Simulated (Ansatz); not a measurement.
# Zn₃Pd: a fit and a missing row

Zn₃Pd, I4/mmm, a = 3.710 Å, c = 8.065 Å. The structure is a Materials Project entry; whether it is the stable form wasn't checked. Ansatz: r2SCAN, PAW, 500 eV, Γ-centred 16×16×16 mesh on 4 atoms, Gaussian smearing 0.10 eV; no spin polarisation. Shape and atoms are relaxed at each volume; pressure is positive in compression.

| V (Å³/atom) | P (GPa) |
| --- | --- |
| 13.040 | 9.51 |
| 13.456 | 4.34 |
| 13.872 | 0.01 |
| 14.288 | -3.60 |
| 14.704 | ? |

Task: Take V0 = 13.872 Å³/atom, count pressures from its P0 = 0.01 GPa, fit the third-order Birch–Murnaghan form to the other rows, and predict the missing pressure.

Result: With the Eulerian strain f = ½[(V0/V)^(2/3) − 1] and y = (P − P0)/[3f(1 + 2f)^(5/2)], the form is the line y = B0 + 1.5 B0 (B0′ − 4) f. Rows (f, y): 0.02105, 135.7; 0.01025, 133.8; -0.00975, 129.6. Means f = 0.007183, y = 133.03; Σ(Δf)² = 0.0004884, ΣΔfΔy = 0.09747; the slope is their ratio. y = 131.6 + 199.6 f GPa, so B0 = 131.6 GPa and B0′ = 4 + 2 × (199.6)/(3 × 131.6) = 5.01. At V = 14.704, f = -0.01904, y = 127.80 and P = -6.61 GPa. The run gave -6.60 GPa, so the fit is 0.01 GPa too low, within twice the rms miss on the fitted rows (0.006 GPa). The form still works here, 33 % of the fitted range beyond its end.

Cost: 5 runs of about 8.4 core-minutes in all, on AMD EPYC 9R45 (Zen 5) (shared hosts).